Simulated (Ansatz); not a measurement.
The end point of a relaxation of Sb. Space group R-3m (No. 166), AFLOW prototype A_hR2_166_c (A7, as in As). Level of theory: PBEsol (plane waves to 420 eV, PAW, scalar-relativistic; Ansatz, a program for electronic structure).

```cif
data_Sb2
_chemical_formula_sum 'Sb2'
_space_group_name_H-M_alt 'P 1'
_space_group_IT_number 1
_cell_length_a 4.32052
_cell_length_b 4.32052
_cell_length_c 4.45365
_cell_angle_alpha 119.033
_cell_angle_beta 119.033
_cell_angle_gamma 59.980
loop_
_space_group_symop_operation_xyz
  'x, y, z'
loop_
_atom_site_label
_atom_site_type_symbol
_atom_site_fract_x
_atom_site_fract_y
_atom_site_fract_z
_atom_site_occupancy
Sb1 Sb 0.73585 0.73585 0.20756 1
Sb2 Sb 0.26415 0.26415 0.79244 1
```

```yaml
volume_per_atom: 29.81 Å³
density: 6.78 g/cm³
band_gap: zero (metallic)
shortest_distances: Sb–Sb 2.93 Å
k-mesh: 13×13×13
```

No spin polarisation in the result.

It was reached from a disturbed copy of a P6₃/mmc (No. 194) cell, against which it lies -0.40 eV/atom.
